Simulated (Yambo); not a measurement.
CaTiO₃ (space group I4/mcm, No. 140); a = b = c = 5.441 Å, α = β = 120.85°, γ = 88.54°. With the G0W0 scissor the direct gap on the mesh is 4.03 eV. Axes are Cartesian, with cell vectors (Å) (-2.69, 2.69, 3.90), (2.69, -2.69, 3.90), (2.69, 2.69, -3.90).

Question: Can the lowest exciton of this BSE run be trusted, and with what binding energy? (Yambo, LDA bands; 6×6×6 mesh, 11 valence and 6 conduction bands, static screening with 81 bands and a 3 Ry block, scissor 1.73 eV, Tamm-Dancoff.)

Answer: The mesh holds a bound state, but the numbers are provisional. These are vertical excitations (zero momentum). The lowest state lies at 3.65 eV (dark for light along x), the direct quasiparticle gap on this mesh at 4.03 eV. Its binding energy, counted from that gap, is 0.37 eV; it spreads over about 27 k points of the mesh. On a 4×4×4 mesh the same difference is 0.43 eV, so it isn't converged. The first optically allowed state is at 3.85 eV. The scissor comes from a G0W0 run whose convergence isn't established. 

Geometry of the Materials Project entry, not relaxed at this level.

This is not the ordinary phase of the substance.
